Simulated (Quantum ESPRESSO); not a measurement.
Kohn-Sham bands of WO3 (P4/nmm)

```yaml
crystal:
  lattice:
    - [5.32500, 0.00000, 0.00000]
    - [0.00000, 5.32500, 0.00000]
    - [0.00000, 0.00000, 3.94449]
  atoms:
    - { symbol: W, position: [0.50000, 0.00000, 0.93482] }
    - { symbol: W, position: [0.00000, 0.50000, 0.06518] }
    - { symbol: O, position: [0.50000, 0.00000, 0.48918] }
    - { symbol: O, position: [0.00000, 0.50000, 0.51082] }
    - { symbol: O, position: [0.25000, 0.25000, 0.00000] }
    - { symbol: O, position: [0.25000, 0.75000, 0.00000] }
    - { symbol: O, position: [0.75000, 0.75000, 0.00000] }
    - { symbol: O, position: [0.75000, 0.25000, 0.00000] }
```

Materials Project entry mp-19443; symmetrised, unrelaxed at this level. COD (Crystallography Open Database) has the formula in 6 space groups, this one among them (matched by group alone). Computed values, not measurements, from PBEsol: Quantum ESPRESSO (norm-conserving PseudoDojo potentials, cutoff 68 Ry, no spin polarisation, no spin-orbit coupling) on a Γ-centred 6×6×6 mesh, then Wannier90. Density: 6×6×8 mesh, Gaussian smearing 0.01 Ry. Spin-orbit coupling is left out although heavy elements are present.

**Question.** List the Kohn-Sham levels between −8 and 3.6 eV relative to the valence-band maximum at the high-symmetry points, as a band run of pw.x on that density gives them (levels within 2 meV counted together).

**Answer.** 
| point | k (reciprocal lattice) | levels (eV) |
|---|---|---|
| Γ | 0.000 0.000 0.000 | -7.17, -6.89, -5.61, -4.06 (×2), -3.29, -2.93 (×2), -2.68 (×2), -2.57, -1.58 (×2), -1.48, -1.22, -1.15 (×2), -0.01, 0.58, 1.47 (×2) |
| X | 0.000 0.500 0.000 | -5.27 (×2), -5.09 (×2), -4.13 (×2), -3.44 (×2), -3.07 (×2), -2.50 (×2), -1.95 (×2), -1.92 (×2), -0.79 (×2), 3.08 (×2), 3.38 (×2), 3.48 (×2) |
| M | 0.500 0.500 0.000 | -7.06 (×2), -3.98 (×2), -3.62 (×2), -2.89 (×2), -2.87 (×2), -2.60 (×2), -1.98 (×2), -1.57 (×2), -1.39 (×2), 1.61 (×2) |
| Z | 0.000 0.000 0.500 | -7.17, -6.94, -6.55, -6.52, -5.53, -5.50 (×2), -3.50 (×2), -2.80 (×2), -2.30, -1.44, -1.15 (×2), -0.29 (×2), 0.00, 0.60 |
| R | 0.000 0.500 0.500 | -6.63 (×2), -5.39 (×2), -5.23 (×2), -4.45 (×2), -4.38 (×2), -4.05 (×2), -0.91 (×2), -0.86 (×2), -0.61 (×2), 3.40 (×2) |
| A | 0.500 0.500 0.500 | -7.05 (×2), -6.56 (×2), -5.56 (×2), -3.57 (×2), -3.46 (×2), -2.42 (×2), -2.00 (×2), -1.83 (×2), -0.31 (×2) |
